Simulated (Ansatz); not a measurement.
Si2Mo in space group Cmcm (No. 63; Si on 4c, Si on 4c, Mo on 4c) at seven volumes, PBE (plane waves, PAW; program Ansatz), shape and atoms relaxed at each. One row is withheld.

| V (Å³/atom) | P (GPa) |
|---|---|
| 12.728 | 19.54 |
| 13.148 | 11.71 |
| 13.567 | 5.36 |
| 13.987 | 0.00 |
| 14.406 | -4.47 |
| 14.826 | -7.91 |
| 15.246 | ? |

Fit the shown pressures and predict the withheld one.

P = (3/2)B₀(x^(7/2) − x^(5/2))[1 + (3/4)(B′ − 4)(x − 1)] with x = (V₀/V)^(2/3). Least squares on the six rows gives V₀ = 13.986 Å³/atom, B₀ = 160 GPa, B′ = 5.47. At V = 15.246, x = 0.9441 and P = -10.90 GPa. The run itself gave -10.76 GPa.

The cell is a constructed one: a structure type filled with these elements; neither database checked (COD, Materials Project) lists it. It is not the phase usual at ambient conditions (space group No. 139). The PBE relaxation kept the symmetry of its start; its stability against distortions is not shown here. No spin polarisation was allowed.

Potentials: the later of the program's two PAW sets.
